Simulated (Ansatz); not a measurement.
KI (rocksalt), relaxed with r2SCAN, was run in Ansatz under altered settings. All numbers are computed, without spin polarisation but where a row says otherwise.

```xyz
2
Lattice="0.0000 3.5443 3.5443 3.5443 0.0000 3.5443 3.5443 3.5443 0.0000" Properties=species:S:1:pos:R:3 pbc="T T T"
K     0.0000    0.0000    0.0000
I     3.5443    3.5443    3.5443
```

The base run's other keys:
```yaml
kpoints:
  mp_grid: { grid: [4, 4, 4] }
hamiltonian:
  xc: hse06
scf:
  occupations: { method: fixed }
  n_extra_bands: 4
```

It takes 10 iterations with 1807 plane waves at 420 eV and 8 k points, and leaves a mean stress of +0.28 GPa. The gap over this mesh is 4.941 eV.

Outcomes, with energy and stress as changes against the base:
```tsv
setting	outcome	ΔF (meV/atom)	Δ mean stress (GPa)	gap on the mesh (eV)	iterations
PBE hybrid, exx coeff 0.4, omega 0.1 1/Å	converged	–	-0.1	6.085	10
PBE hybrid, exx coeff 0.1, omega 0.1 1/Å	converged	–	+0.1	4.466	9
PBE hybrid, exx coeff 0.4, omega 0.2078 1/Å	converged	–	-0.1	5.557	10
PBE hybrid, exx coeff 1.5, omega 0.2078 1/Å	refused	–	–	–	–
scf.mixing.ndim: 1	converged	0.0	0.0	4.941	13
scf.occupations: cold 1.5	converged	0.0	0.0	4.941	25
```
A dash marks a value that wasn't obtained or can't be compared. Stress is positive in compression.

- PBE hybrid, exx coeff 0.4, omega 0.1 1/Å. That is 40 % exact exchange, screened with ω = 0.1 1/Å, against HSE06's 25 % screened at 0.208 1/Å. The mean stress moves by -0.1 GPa and the gap on the mesh by +1.145 eV (to 6.085). Totals of different functionals aren't comparable. The program warns that on this mesh the truncation of the exchange isn't bounded, so part of the change can be an error of the mesh.
- PBE hybrid, exx coeff 0.1, omega 0.1 1/Å. That is 10 % exact exchange, screened with ω = 0.1 1/Å, against HSE06's 25 % screened at 0.208 1/Å. The mean stress moves by +0.1 GPa and the gap on the mesh by -0.475 eV (to 4.466). Totals of different functionals aren't comparable. The program warns that on this mesh the truncation of the exchange isn't bounded, so part of the change can be an error of the mesh.
- PBE hybrid, exx coeff 0.4, omega 0.2078 1/Å. That is 40 % exact exchange, screened with ω = 0.2078 1/Å, against HSE06's 25 % screened at 0.208 1/Å. The mean stress moves by -0.1 GPa and the gap on the mesh by +0.616 eV (to 5.557). Totals of different functionals aren't comparable.
- PBE hybrid, exx coeff 1.5, omega 0.2078 1/Å. It is rejected at once. Error: invalid value for `hamiltonian.xc.exx.coeff`: must be finite and in (0, 1]; got 1.5

Within 1 meV an atom, 0.1 GPa and 0.005 eV of the base stay: scf.mixing.ndim: 1; scf.occupations: cold 1.5.

No spin-orbit coupling is included; it can move band edges with weight on the heavy atoms by tenths of an eV.

The stress of a hybrid is loosely converged in these runs.

The meshes of the hybrids are coarse, so their gaps aren't converged to the digits shown.
